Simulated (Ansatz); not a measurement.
**Zincblende alloy of GaAs and InP (6 of 32 As sites, 6 of 32 Ga sites exchanged), 64 atoms**

All numbers below come from DFT, PBEsol, PAW, plane waves (Ansatz 0.2.0).

The input as it was run:

```yaml
crystal:
  lattice:
    - [11.402844, 0.000000, 0.000000]
    - [0.000000, 11.402844, 0.000000]
    - [0.000000, 0.000000, 11.402844]
  atoms:
    - { symbol: In, position: [0.000891, 0.001065, 0.000541] }
    - { symbol: In, position: [0.248741, 0.750565, 0.998599] }
    - { symbol: In, position: [0.751935, 0.249323, 0.000029] }
    - { symbol: In, position: [0.246741, 0.000922, 0.251457] }
    - { symbol: In, position: [0.000594, 0.249523, 0.249074] }
    - { symbol: In, position: [0.000461, 0.251295, 0.751551] }
    - { symbol: Ga, position: [0.001635, 0.001695, 0.500141] }
    - { symbol: Ga, position: [0.998706, 0.500188, 0.001751] }
    - { symbol: Ga, position: [0.998973, 0.497226, 0.499920] }
    - { symbol: Ga, position: [0.499151, 0.001063, 0.999258] }
    - { symbol: Ga, position: [0.502222, 0.999989, 0.503968] }
    - { symbol: Ga, position: [0.497750, 0.502140, 0.998013] }
    - { symbol: Ga, position: [0.499877, 0.502331, 0.500027] }
    - { symbol: Ga, position: [0.250758, 0.244144, 0.001896] }
    - { symbol: Ga, position: [0.249325, 0.249217, 0.494892] }
    - { symbol: Ga, position: [0.251916, 0.749104, 0.501851] }
    - { symbol: Ga, position: [0.751365, 0.248433, 0.500914] }
    - { symbol: Ga, position: [0.752302, 0.748084, 0.001687] }
    - { symbol: Ga, position: [0.750951, 0.748579, 0.499351] }
    - { symbol: Ga, position: [0.249697, 0.999950, 0.750705] }
    - { symbol: Ga, position: [0.249909, 0.498953, 0.251115] }
    - { symbol: Ga, position: [0.252462, 0.500251, 0.750014] }
    - { symbol: Ga, position: [0.750617, 0.005349, 0.252019] }
    - { symbol: Ga, position: [0.752059, 0.999194, 0.752575] }
    - { symbol: Ga, position: [0.749900, 0.498510, 0.249990] }
    - { symbol: Ga, position: [0.751230, 0.500960, 0.748837] }
    - { symbol: Ga, position: [0.995496, 0.750062, 0.251159] }
    - { symbol: Ga, position: [0.000118, 0.751038, 0.747521] }
    - { symbol: Ga, position: [0.500835, 0.249159, 0.249729] }
    - { symbol: Ga, position: [0.502792, 0.250689, 0.745889] }
    - { symbol: Ga, position: [0.500098, 0.749733, 0.251893] }
    - { symbol: Ga, position: [0.501472, 0.749125, 0.749724] }
    - { symbol: As, position: [0.125505, 0.123205, 0.127197] }
    - { symbol: As, position: [0.124691, 0.124248, 0.625950] }
    - { symbol: As, position: [0.124255, 0.627241, 0.624962] }
    - { symbol: As, position: [0.625210, 0.123986, 0.127115] }
    - { symbol: As, position: [0.621859, 0.125934, 0.625687] }
    - { symbol: As, position: [0.627030, 0.623654, 0.628548] }
    - { symbol: As, position: [0.376326, 0.372901, 0.628759] }
    - { symbol: As, position: [0.375616, 0.871769, 0.126445] }
    - { symbol: As, position: [0.375170, 0.872936, 0.625120] }
    - { symbol: As, position: [0.877110, 0.369225, 0.127084] }
    - { symbol: As, position: [0.876243, 0.377208, 0.624659] }
    - { symbol: As, position: [0.875858, 0.878051, 0.622200] }
    - { symbol: As, position: [0.373263, 0.126251, 0.375195] }
    - { symbol: As, position: [0.376018, 0.125890, 0.876965] }
    - { symbol: As, position: [0.374538, 0.626291, 0.378281] }
    - { symbol: As, position: [0.372855, 0.625132, 0.876753] }
    - { symbol: As, position: [0.877191, 0.123751, 0.874656] }
    - { symbol: As, position: [0.872444, 0.626884, 0.376826] }
    - { symbol: As, position: [0.874358, 0.624255, 0.876066] }
    - { symbol: As, position: [0.125543, 0.376711, 0.378507] }
    - { symbol: As, position: [0.122162, 0.375146, 0.876506] }
    - { symbol: As, position: [0.121065, 0.875950, 0.375981] }
    - { symbol: As, position: [0.126571, 0.872410, 0.876262] }
    - { symbol: As, position: [0.625340, 0.373874, 0.376955] }
    - { symbol: As, position: [0.622859, 0.374334, 0.875454] }
    - { symbol: As, position: [0.621089, 0.876972, 0.374563] }
    - { symbol: P, position: [0.123024, 0.623889, 0.127393] }
    - { symbol: P, position: [0.626793, 0.626736, 0.125923] }
    - { symbol: P, position: [0.376416, 0.375496, 0.125283] }
    - { symbol: P, position: [0.875282, 0.874733, 0.125531] }
    - { symbol: P, position: [0.873331, 0.124582, 0.372963] }
    - { symbol: P, position: [0.621561, 0.871574, 0.875731] }
  symmetry: { detect: false }
kpoints:
  mp_grid: { grid: [1, 1, 1], shift: [0.25, 0.25, 0.25] }
hamiltonian:
  xc: pbesol
scf:
  occupations: { method: fermi_dirac, width: 0.01 }
relax:
  f_tol: 0.03
  max_steps: 80
  escape_saddle: false
  adjacent_minimum: "off"
  cell: { fix: [shape] }
output:
  forces: true
  eigenvalues: true
  populations: true
```

Command:

```sh
ansatz run in.yaml --threads 4 --pin off --max-ram 61750MiB --runs-dir r --events-out ev --progress --plain --backend cuda --devices 0, --max-vram 37GiB
```

The program printed, less machine lines and repeats, with […] for rows cut from tables:

```
Pseudopotentials: kind: paw
Functional definition: PBEsol
  exchange = pbesol_x
  correlation = pbesol_c
Crystal: 64 atoms, lattice volume = 1482.653 Å³
Basis set: ecut = 420 eV, 28991 PW (Γ), exchange–correlation on 160×160×160 points (8 copies of the dense FFT grid, shifted against one another)
Bands: 502, of which v1, the nominal top of the filled ones, is band 418 counted from 1 (417 counted from 0)
Symmetry: 1 space group operations
k-points: 1
Non-local potential: In, projectors of the file, l = 0: 2, l = 1: 2, l = 2: 2, l = 3: 2
Non-local potential: Ga, projectors of the file, l = 0: 2, l = 1: 2, l = 2: 3, l = 3: 1
[…]
Initial density: superposition of atomic densities (neutral atoms: chi_scale 0, normalization atom), corrected by the library's trained network
Initial wavefunctions: pseudopotential atomic-orbital guess
Functional: x = pbesol(κ = 0.804, μ = 0.12345679012345678), c = pbesol(β = 0.046)
SCF iter   1: F=—  HF=-260070.360327 eV  |F-HF|=—  |Δ(HF+E_count)|=         —  Δρ=4.52e-3  dr2=4.06e-1  ethr=1.77e-3  ⟨swp⟩=7.0  Hψ=2150  notcnv=0
[…]
SCF iter   2: F=—  HF=-260070.239438 eV  |F-HF|=—  |Δ(HF+E_count)|=   1.21e-1  Δρ=2.10e-3  dr2=9.06e-2  ethr=4.85e-5  ⟨swp⟩=4.0  Hψ=1074  notcnv=0  defer=79
[…]
SCF 1 converged in 9 iterations: F = -260070.228960 eV  dr2 = 2.16e-8
[…]
relax step   1: F+E_penalty+E_count = -260070.22896028 eV  Δ(F+E_penalty+E_count) = +0.000e0 eV  max|allowed force component| = 2.568e0 eV/Å  Δτ_max = 0.0000 Å  P = +0.719 GPa  Ω = 1482.653 Å³  fix = [alpha, beta, gamma, b/a, c/a]  reactions: b/a -0.015, c/a +0.010 GPa; alpha +0.550, beta +0.470, gamma +1.142 GPa/rad  (9 SCF iters, dr2 threshold 1.00e-7 eV, accepted)
Crystal: 64 atoms, lattice volume = 1491.675 Å³
Basis set: ecut = 420 eV, 29039 PW (Γ), exchange–correlation on 160×160×160 points (8 copies of the dense FFT grid, shifted against one another)
Initial density: handed on by an earlier stage of this run
Initial wavefunctions: those handed on with the density
[…]
[…]
SCF 2 converged in 7 iterations: F = -260072.903526 eV  dr2 = 3.73e-6
relax step   2: F+E_penalty+E_count = -260072.90352584 eV  Δ(F+E_penalty+E_count) = -2.675e0 eV  max|allowed force component| = 3.535e-1 eV/Å  Δτ_max = 0.1948 Å  P = -0.483 GPa  Ω = 1491.675 Å³  energy of the carried Pulay correction = -1.754e-3 eV  fix = [alpha, beta, gamma, b/a, c/a]  reactions: b/a -0.001, c/a -0.006 GPa; alpha +0.683, beta +0.709, gamma +0.741 GPa/rad  (7 SCF iters, dr2 thresh
Crystal: 64 atoms, lattice volume = 1481.675 Å³
Basis set: ecut = 420 eV, 28887 PW (Γ), exchange–correlation on 160×160×160 points (8 copies of the dense FFT grid, shifted against one another)
[…]
SCF 3 converged in 6 iterations: F = -260073.093604 eV  dr2 = 3.15e-6
[…]
relax step   3: F+E_penalty+E_count = -260073.09360362 eV  Δ(F+E_penalty+E_count) = -1.901e-1 eV  max|allowed force component| = 6.258e-2 eV/Å  Δτ_max = 0.0746 Å  P = -0.112 GPa  Ω = 1481.675 Å³  energy of the carried Pulay correction = +1.909e-4 eV  fix = [alpha, beta, gamma, b/a, c/a]  reactions: b/a -0.002, c/a -0.005 GPa; alpha +0.734, beta +0.735, gamma +0.621 GPa/rad  (6 SCF iters, dr2 thres
Crystal: 64 atoms, lattice volume = 1479.045 Å³
[…]
preconditioner: auto → Resta (q_TF=auto, 2.481 Å⁻¹)  ε∞=3.7  [insulator: Δε(μ)=1.194 eV  Ē_g=14.112 eV  σ=0.010 eV  W_gap=1.00  n_scr=388 (ndim 8)  ℏωp=23.2 eV  f_vac=0.055  D(μ)=0.00/eV (n_scr^D=0)  ε∞_Penn≈3.7]
[…]
SCF 4 converged in 6 iterations: F = -260073.099143 eV  dr2 = 1.19e-7
relax step   4: F+E_penalty+E_count = -260073.09914282 eV  Δ(F+E_penalty+E_count) = -5.539e-3 eV  max|allowed force component| = 1.866e-2 eV/Å  Δτ_max = 0.0136 Å  P = +0.011 GPa  Ω = 1479.045 Å³  energy of the carried Pulay correction = +7.046e-4 eV  fix = [alpha, beta, gamma, b/a, c/a]  reactions: b/a -0.001, c/a -0.005 GPa; alpha +0.732, beta +0.734, gamma +0.621 GPa/rad  (6 SCF iters, dr2 thres
Initial wavefunctions: pseudopotential atomic-orbital guess (no wavefunctions were taken with the density)
[…]
eigensolver tolerance schedule: the retry pair's looser diagonalisation over-reported the residual by 5722.77 of it (diagonalisation noise at 0.18 of the residual, at the tolerance the schedule requests for it); recorded, not acted on — ethr = c·dr2/N_el stays at c = 1.0e-1
preconditioner: auto → Resta (q_TF=auto, 2.481 Å⁻¹)  ε∞=3.7  [insulator: Δε(μ)=1.193 eV  Ē_g=14.112 eV  σ=0.010 eV  W_gap=1.00  n_scr=388 (ndim 8)  ℏωp=23.2 eV  f_vac=0.056  D(μ)=0.00/eV (n_scr^D=0)  ε∞_Penn≈3.7]
[…]
SCF iter   4: F=—  HF=-260073.098862 eV  |F-HF|=—  |Δ(HF+E_count)|=   2.03e-8  Δρ=2.53e-7  dr2=1.97e-9  ethr=2.90e-12  ⟨swp⟩=2.0  Hψ=630  notcnv=0
SCF iter   5: F=-260073.098862 eV  HF=-260073.098862 eV  |F-HF|=2.91e-11  |Δ(HF+E_count)|=  5.82e-11  Δρ=1.29e-7  dr2=2.78e-10  ethr=1.00e-12  ⟨swp⟩=7.0  Hψ=2164  notcnv=0
SCF 5 converged in 5 iterations: F = -260073.098862 eV  dr2 = 2.78e-10
relax step   5: F+E_penalty+E_count = -260073.09886169 eV  Δ(F+E_penalty+E_count) = +2.811e-4 eV  max|allowed force component| = 1.864e-2 eV/Å  Δτ_max = 0.0000 Å  P = +0.011 GPa  Ω = 1479.045 Å³  fix = [alpha, beta, gamma, b/a, c/a]  reactions: b/a -0.001, c/a -0.005 GPa; alpha +0.733, beta +0.734, gamma +0.622 GPa/rad  stress off target by 1.07e-2 GPa on what of the cell is left free  SCF on the
SCF converged after 5 iterations
Free energy (F): -260073.098862 eV
Harris-Foulkes:  -260073.098862 eV  (|F-HF|=2.91e-11)
Internal energy: -260073.098862 eV  (E = F + TS)
E sigma→0 (E₀):  -260073.098862 eV
Fermi energy:    8.253972 eV
--- Per-component energies (eV) ---
  E_band       = -8606.946311
  E_kinetic    = 7584.078050
  E_local      = -114568.162971  (includes V_loc(G=0)·N_el)
  E_nonlocal   = -3882.874659
  E_hartree    = 56680.698558
  E_xc         = -5472.367380
  E_vxc        = -4533.399452  (∫ρ·V_xc dr)
  E_paw        = -125146.357007  (= ΣΔE_a)
  E_vpaw       = -6567.977854  (= ΣTr[D̂ρ^β])
  E_aug_tail   = -0.002628  (compensation charges beyond the density's cutoff)
  E_ewald      = -75317.367386
  E_core_change = 49.256561  (= ΣΔE_core)
  E_smearing   = -0.000000  (= −TS)
  E_closure    = -0.000000  (closes the sum)
  Σ components = -260073.098862   (vs F -260073.098862, Δ=0.00e0)
--- Forces (eV/Å), atoms counted from 1 ---
  atom   1  In     0.00311961    -0.00204456    -0.00227102
  atom   2  In     0.00804066    -0.00136338     0.00265689
  atom   3  In     0.00155757     0.00330997     0.00504298
  atom   4  In     0.01112187     0.00268759    -0.00168753
  atom   5  In    -0.00249344     0.00095665    -0.00051319
  atom   6  In    -0.00051950    -0.00418084     0.00568034
  atom   7  Ga    -0.01470926    -0.00152374    -0.00826516
  atom   8  Ga    -0.00187409     0.00588596     0.00867060
  atom   9  Ga    -0.00487959     0.01611703    -0.00958532
  atom  10  Ga     0.00391333    -0.00876249     0.00347031
  atom  11  Ga    -0.00040372    -0.00879116    -0.00767758
  atom  12  Ga    -0.00310269     0.00710269    -0.00146479
  atom  13  Ga     0.00401022     0.00047584    -0.00198303
  atom  14  Ga     0.01008117     0.01239696     0.00523552
  atom  15  Ga     0.00595692     0.00288383     0.00548285
  atom  16  Ga     0.00396905     0.00056961    -0.00331344
  atom  17  Ga    -0.00174848    -0.00167946    -0.00883857
  atom  18  Ga    -0.00669420     0.00274253     0.00076481
  atom  19  Ga     0.00024555    -0.00434730     0.00111481
  atom  20  Ga     0.00703959    -0.00821493     0.00192230
  atom  21  Ga     0.00762307     0.00987317    -0.01199097
  atom  22  Ga     0.01067440     0.01131234    -0.00079709
  atom  23  Ga    -0.00345997    -0.01864117    -0.01033933
  atom  24  Ga    -0.00353266    -0.00708615    -0.00589206
  atom  25  Ga    -0.00360038     0.00678036     0.00292748
  atom  26  Ga    -0.01417137     0.01263353     0.00307367
  atom  27  Ga     0.00441247    -0.01292961    -0.00010274
  atom  28  Ga    -0.00792745    -0.00494836     0.00068086
  atom  29  Ga    -0.00000521     0.00308957    -0.00470355
  atom  30  Ga    -0.00356485     0.00314888     0.00190735
  atom  31  Ga     0.00123933    -0.00566403    -0.00332520
  atom  32  Ga    -0.00480922    -0.01082058     0.00796013
[…]
  atom  34  As    -0.00916022     0.00634687    -0.00460251
  atom  35  As    -0.00047146    -0.00351959     0.00146883
  atom  36  As     0.00035139    -0.00150821     0.00466484
  atom  37  As     0.00137973     0.00526793     0.00508184
  atom  38  As     0.00230172    -0.00274513    -0.00031902
  atom  39  As     0.00001596     0.00055384     0.00402243
  atom  40  As     0.00040485     0.00392274    -0.00606737
  atom  41  As     0.00095902     0.00198631    -0.00153335
  atom  42  As     0.00835166     0.00594611    -0.00860919
  atom  43  As     0.00357847    -0.01147768     0.00078759
  atom  44  As     0.00339943    -0.00034355     0.00592115
  atom  45  As    -0.00233999    -0.00027419     0.00040750
  atom  46  As    -0.00302159    -0.00596166    -0.00505133
  atom  47  As    -0.00426414    -0.00077937     0.00353042
  atom  48  As     0.00434526     0.00074589    -0.00695173
  atom  49  As     0.00264871     0.00572290     0.00517240
  atom  50  As    -0.00126362    -0.00165882     0.00536266
  atom  51  As    -0.00177844    -0.00051384    -0.00399271
  atom  52  As    -0.00532005    -0.01182333     0.00606486
  atom  53  As    -0.00126874     0.00438504    -0.00339635
  atom  54  As    -0.00058963    -0.00033776     0.00125889
  atom  55  As     0.00686937     0.00597276     0.00028328
  atom  56  As     0.00261975     0.00213312     0.00121146
  atom  57  As     0.00414376    -0.00373270    -0.00589675
  atom  58  As    -0.00330644    -0.00005651     0.00161593
  atom  59  P     -0.00895570    -0.00450880     0.00009216
  atom  60  P     -0.00411074     0.00156920    -0.00033601
  atom  61  P      0.00146245    -0.00669647     0.00081144
  atom  62  P     -0.01309324     0.01034357     0.00192734
  atom  63  P      0.01249235    -0.00108027     0.01737108
  atom  64  P      0.00124205     0.00174278     0.00187024
  max |Σ_I F_I| component: 8.78e-7 eV/Å
--- Stress (GPa, compression-positive) ---
        0.016184      -0.621600      -0.734286
       -0.621600       0.010153      -0.732742
       -0.734286      -0.732742       0.005651
  P = ⅓ Tr σ = 0.0107 GPa (0.107 kbar)
--- Band table (eV) ---
  k-point 0: bands = ["-27.4187", "-27.4141", "-27.4087", "-27.4040", "-27.4036", "-27.4006", "-27.3864", "-27.3850", "-27.3837", "-27.3826", "-27.3806", "-27.3776", "-27.3705", "-27.3674", "-27.3672", "-27.3633", "-27.3622", "-27.3521", "-27.3517", "-27.3504", "-27.3496", "-27.3484", "-27.3439", "-27.3427", "-27.3402", "-27.3382", "-27.3364", "-27.3352", "-27.3347", "-27.3343", "-27.3294", "-27.3 …
--- Relaxed structure (4 steps of the walk, 4 accepted, 1 SCFs on fresh bases) ---
  F+E_penalty+E_count = -260073.09886169 eV   max|allowed force component| = 1.864e-2 eV/Å   (the final SCF, on the basis selected at the relaxed cell)
  cell:  # Å, volume = 1479.0455 Å³
    - [11.393587920012125, 2.104564538737253e-143, 8.812710486505707e-143]
    - [2.104564538737253e-143, 11.393587920012125, 1.6159854206877181e-142]
    - [8.812710486505707e-143, 1.6159854206877181e-142, 11.393587920012125]
  atoms:
    - { symbol: In, position: [-0.005462500187832364, -0.00720957031280385, 0.003243314441123433] }
    - { symbol: In, position: [0.24792460587174975, 0.7446132463217754, 1.0026812606756395] }
    - { symbol: In, position: [0.7458183717618704, 0.2516901155728764, 0.001686445083248839] }
    - { symbol: In, position: [0.25482739396417464, -0.0002530617778632743, 0.25540859885480205] }
    - { symbol: In, position: [-0.0029368979563900565, 0.2509880996540379, 0.25893783815004506] }
    - { symbol: In, position: [0.003870271860658749, 0.2527193415107574, 0.7488148279948086] }
    - { symbol: Ga, position: [-0.007220090310334907, -0.0020384095541586718, 0.49930648681484974] }
    - { symbol: Ga, position: [1.0032092516852429, 0.5084182645323156, 0.005045853788920015] }
    - { symbol: Ga, position: [0.9995481712264928, 0.5032725301202426, 0.49962149977297965] }
    - { symbol: Ga, position: [0.5061008676255369, -0.003672485197295055, 0.9954121342926137] }
    - { symbol: Ga, position: [0.502308252423619, 1.0000117794979926, 0.5014447324479514] }
    - { symbol: Ga, position: [0.5006185535651487, 0.5010033118079498, 1.0062947363997985] }
    - { symbol: Ga, position: [0.49988192444287455, 0.49964243523222573, 0.4998174092192221] }
    - { symbol: Ga, position: [0.26063717034724054, 0.25756440091865374, 0.002645145914731385] }
    - { symbol: Ga, position: [0.25388609816931046, 0.2525361703082595, 0.5021932868770618] }
    - { symbol: Ga, position: [0.24909580813476315, 0.7479171406318599, 0.5010396431972883] }
    - { symbol: Ga, position: [0.7487151171044633, 0.2446214092045119, 0.49660717204667165] }
    - { symbol: Ga, position: [0.7447284505482225, 0.7504636487887542, 0.004415694391485739] }
    - { symbol: Ga, position: [0.749741288701907, 0.7493567460491555, 0.49987231380234365] }
    - { symbol: Ga, position: [0.2535500389985175, 1.0002034403447206, 0.7464095256280029] }
    - { symbol: Ga, position: [0.25099981453153963, 0.5005401358179186, 0.24661215950477394] }
    - { symbol: Ga, position: [0.25330817447103476, 0.5010802958306214, 0.749861310118907] }
    - { symbol: Ga, position: [0.7514530985252557, -0.005673391941374353, 0.2550821337276365] }
    - { symbol: Ga, position: [0.7417856601658633, 0.9907276894934418, 0.7504443819316261] }
    - { symbol: Ga, position: [0.7441118798014837, 0.5068995329974655, 0.24851440623468019] }
    - { symbol: Ga, position: [0.7480968868811291, 0.5037618974434169, 0.7490606219948698] }
    - { symbol: Ga, position: [0.9944324764499849, 0.7447545780207746, 0.24817490126470518] }
    - { symbol: Ga, position: [-0.002809215813141169, 0.7480957070912958, 0.7469143389507736] }
    - { symbol: Ga, position: [0.49746852646841333, 0.25553304335999855, 0.24823612720836208] }
    - { symbol: Ga, position: [0.4992501610609416, 0.2501797253299627, 0.7487635326765258] }
    - { symbol: Ga, position: [0.5072558045166587, 0.7444343180185198, 0.24879698950900536] }
    - { symbol: Ga, position: [0.5052565689052495, 0.7526186165611785, 0.7534493329882789] }
    - { symbol: As, position: [0.13138518494473125, 0.13241337767699415, 0.11928823200958186] }
    - { symbol: As, position: [0.13071825914650403, 0.11838312741671403, 0.6151162650470896] }
    - { symbol: As, position: [0.12478689921280094, 0.6235720306926005, 0.6264462353114877] }
    - { symbol: As, position: [0.6192424071549204, 0.11742491092728313, 0.1335487178977584] }
    - { symbol: As, position: [0.6248534309999997, 0.12326324586298479, 0.6267757211897883] }
    - { symbol: As, position: [0.6244726136348105, 0.6274500956318736, 0.6243453874212691] }
    - { symbol: As, position: [0.37560524833561615, 0.3754297470620105, 0.6258171574315022] }
    - { symbol: As, position: [0.38980318253486196, 0.8719799068478483, 0.1248834461591995] }
    - { symbol: As, position: [0.37796877930017936, 0.8733705221273013, 0.6249296445828493] }
    - { symbol: As, position: [0.8740553563964841, 0.38946814923694306, 0.12732256888657875] }
    - { symbol: As, position: [0.8677345608602057, 0.38031933437484333, 0.6170974867335878] }
    - { symbol: As, position: [0.871054474316826, 0.872813181297875, 0.6255317212569297] }
    - { symbol: As, position: [0.38426244289100836, 0.13463058414174275, 0.38313316886436266] }
    - { symbol: As, position: [0.377483268065717, 0.12476776651450294, 0.8754385043686421] }
    - { symbol: As, position: [0.37584891196294595, 0.6250357721623974, 0.3727768890472908] }
    - { symbol: As, position: [0.38327294359395947, 0.6197915983171786, 0.8713535166057536] }
    - { symbol: As, position: [0.8652137921992664, 0.11661787732715162, 0.8667522748554823] }
    - { symbol: As, position: [0.8719873402624295, 0.624562070263418, 0.3751422037785395] }
    - { symbol: As, position: [0.8738817963221985, 0.6276340591759912, 0.8775090889581239] }
    - { symbol: As, position: [0.1335537938755299, 0.38292621349951356, 0.38311646161387203] }
    - { symbol: As, position: [0.1334358967176049, 0.38485457378519666, 0.884478435801383] }
    - { symbol: As, position: [0.11522073969993338, 0.8669299252677799, 0.3785529629767406] }
    - { symbol: As, position: [0.12483720458734138, 0.8728006992947039, 0.8620760929601079] }
    - { symbol: As, position: [0.6253414041747946, 0.3754574942002488, 0.37281347265215853] }
    - { symbol: As, position: [0.61719291204153, 0.3824212102916072, 0.8698422072511139] }
    - { symbol: As, position: [0.6245914260434993, 0.8720934288765929, 0.37698564225470826] }
    - { symbol: P, position: [0.11931614909261679, 0.6209481931845826, 0.13411491508303036] }
    - { symbol: P, position: [0.6240630020582388, 0.6245458802066344, 0.12427974050629759] }
    - { symbol: P, position: [0.3774094472316637, 0.3791361454452706, 0.12675599767884219] }
    - { symbol: P, position: [0.8663976715423566, 0.865323700299412, 0.13328096552136115] }
    - { symbol: P, position: [0.8673047091345925, 0.11611627458887369, 0.38018299042014525] }
    - { symbol: P, position: [0.625807767723184, 0.8717962023247412, 0.8771137289706894] }
--- Löwdin populations: 64 sites ---
  site symbol       q [e]
     0     In     12.7355
     1     In     12.7412
[…]
    62      P      5.0351
    63      P      4.9756
  spilling = 0.001568 (of n_electrons = 836.000000)
```

Absolute energies hang on the potentials; compare differences alone.

Time: 15 s of wall time on one NVIDIA H100 with 4 processor threads, on a host shared with other runs; peak host memory 1.6 GiB.
